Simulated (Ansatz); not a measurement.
Zr3Tl2Cu2S8:
```cif
data_Cu4S16Tl4Zr6
_chemical_formula_sum 'Zr6 Tl4 Cu4 S16'
_space_group_name_H-M_alt 'C2/m'
_space_group_IT_number 12
_space_group_name_Hall '-C 2y'
_cell_length_a 14.30782
_cell_length_b 3.72115
_cell_length_c 13.97594
_cell_angle_alpha 90.000
_cell_angle_beta 114.556
_cell_angle_gamma 90.000
loop_
_atom_site_label
_atom_site_type_symbol
_atom_site_symmetry_multiplicity
_atom_site_Wyckoff_symbol
_atom_site_fract_x
_atom_site_fract_y
_atom_site_fract_z
_atom_site_occupancy
Zr1 Zr 2 a 0.00000 0.00000 0.00000 1
Zr2 Zr 4 i 0.15569 0.00000 0.38127 1
Tl1 Tl 4 i 0.17469 0.00000 0.80305 1
Cu1 Cu 4 i 0.04256 0.50000 0.19498 1
S1 S 4 i 0.13953 0.00000 0.19096 1
S2 S 4 i 0.20576 0.00000 0.57988 1
S3 S 4 i 0.02324 0.50000 0.34918 1
S4 S 4 i 0.39713 0.00000 0.04183 1
```
(The calculation used a cell of 15 atoms; values per cell refer to that cell.)

This is the r²SCAN+D4-relaxed structure.

**Question.** All from the program Ansatz at the r²SCAN+D4 level (PAW), unless another level is named. Estimate the electron effective mass.

**Answer.** 0.34, 1.3, 2.6 mₑ (principal values).

**Question.** And the band gap?

**Answer.** 1.02 eV (indirect).

**Question.** Give the weight of the valence-edge state by species (Voronoi cells).

**Answer.** S 58 %, Cu 39 %, Zr 3 %.

**Question.** Predict the weight of the conduction-edge state by species (Voronoi cells).

**Answer.** Zr 63 %, S 32 %, Tl 3 %.

The workflow started from a Materials Project entry (that database holds measured and hypothetical structures alike); the Crystallography Open Database copy checked does not list it. Whether it is the stable phase at ambient conditions was not checked. The r²SCAN+D4 relaxation kept the symmetry of its start; whether a distortion lowers the energy is not shown. The run is not spin-polarised. Scalar-relativistic: spin–orbit coupling is off unless named, which matters more the heavier the elements.

Potentials: the later of the program's two PAW sets.
